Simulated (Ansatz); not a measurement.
Si₃Ge in space group P-4m2 (No. 115; Si on 2g, Si on 1a, Ge on 1c) at seven volumes, plane-wave PAW PBE (Ansatz code), shape and atoms relaxed at each. One row is withheld.

| V (Å³/atom) | P (GPa) |
|---|---|
| 19.264 | 9.46 |
| 19.899 | ? |
| 20.534 | 2.66 |
| 21.169 | 0.00 |
| 21.804 | -2.26 |
| 22.440 | -4.17 |
| 23.075 | -5.78 |

Fit the shown pressures and predict the withheld one.

Third-order Birch–Murnaghan: P = (3/2)B₀(x^(7/2) − x^(5/2))[1 + (3/4)(B′ − 4)(x − 1)] with x = (V₀/V)^(2/3). Least squares on the six rows gives V₀ = 21.169 Å³/atom, B₀ = 81.30 GPa, B′ = 4.45. At V = 19.899, x = 1.0421 and P = 5.77 GPa. The run itself gave 5.78 GPa.

The start of the workflow was typed in or built on a structure type; neither database checked (COD, Materials Project) lists it. Its standing as an ambient phase is unchecked. The PBE relaxation kept the symmetry of its start; its stability against distortions is not shown here.

Potentials: the later of the program's two PAW sets.
